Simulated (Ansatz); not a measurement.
A trial cell of Bi was relaxed with r2SCAN (plane waves to 500 eV, PAW, scalar-relativistic; Ansatz, a quantum-chemistry and plane-wave program).

Before: Cmmm (No. 65), oS2; a = 3.002 Å, b = 4.993 Å, c = 4.526 Å, α = β = γ = 90.00°.

After relaxation:

Simulated powder pattern, Cu Kα1, λ = 1.54056 Å (kinematic, ideal powder, no thermal factors, no anomalous dispersion; the 24 strongest lines at most, above 1 %, up to 2θ = 90°):

| 2θ (°) | I/Imax (%) |
|---|---|
| 27.14 | 43 |
| 30.17 | 100 |
| 41.02 | 89 |
| 53.59 | 21 |
| 55.97 | 6.1 |
| 61.08 | 29 |
| 62.73 | 13 |
| 64.90 | 24 |
| 69.63 | 20 |
| 81.18 | 13 |
| 87.03 | 11 |
| 88.98 | 11 |
| 89.47 | 1.8 |

Problem. Identify the relaxed structure from its pattern: crystal system, space group and cell.

Solution. Hexagonal, P6/mmm (No. 191), hP1, AFLOW prototype A_hP1_191_a (A_f, as in Sn); a = 3.418 Å, b = 3.418 Å, c = 3.283 Å, α = 90.00°, β = 90.00°, γ = 120.00°. Sites: Bi 1a (0.000, 0.000, 0.000).

Problem. Index the strongest lines.

Solution. 27.14° (0001), 30.17° (1 0 -1 0), 41.02° (1 0 -1 1), 61.08° (1 1 -2 1), 64.90° (1 0 -1 2).

No spin polarisation in the result.

The run could not lose the symmetry of its start: the end is stationary, and may be a saddle point rather than a minimum.

The relaxed structure here is a generated cell of Bi: the first start was made by a random draw of sites in a space group, and the end was not matched to a known phase here, so it may be hypothetical. Known forms of Bi include space group No. 166.
